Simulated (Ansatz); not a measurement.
MnS: a sweep of one setting

```xyz
2
Lattice="0.0000 2.5510 2.5510 2.5510 0.0000 2.5510 2.5510 2.5510 0.0000" Properties=species:S:1:pos:R:3 pbc="T T T"
Mn    0.0000    0.0000    0.0000
S     2.5510    2.5510    2.5510
```

Atoms are numbered in the order listed.

The cell was built from the rocksalt type and relaxed in the same program, and has space group Fm-3m; it needn't be a known or the stable phase.

Other magnetic orders may lie lower; this is the state that the run reached.

These are results of Ansatz 0.2.0, DFT, PBE, PAW with Ansatz's default frozen-core files, scalar-relativistic, not measurements.

Numerical set-up: a Γ-centred 16×16×16 k mesh, Fermi–Dirac smearing of 0.08 eV, cutoff 420 eV, spin-polarised from start moments Mn1 4 μB. One setting is then changed at a time.

P includes the program's estimate of the Pulay (finite-basis) term, listed apart; without it the pressure would be far more sensitive to the cutoff.

```
PAW cutoff (eV)  free energy less the base's (meV/atom)  P (GPa)  Pulay term in P (GPa)  moment (μB)
     420 (base)                                     0.0    -0.02                   0.04        4.510
            150                                       ?   -16.26                 869.93        4.583
            200                                    4421     7.06                 205.49        4.736
            250                                       ?     1.54                  42.84        4.527
            350                                     4.5    -0.01                   0.60        4.510
            500                                    -1.2    -0.02                   0.03        4.510
```

Question: What belongs in the row "250", column "free energy less the base's (meV/atom)"?

Answer: 649.

Question: What belongs in the row "150", column "free energy less the base's (meV/atom)"?

Answer: 25791.
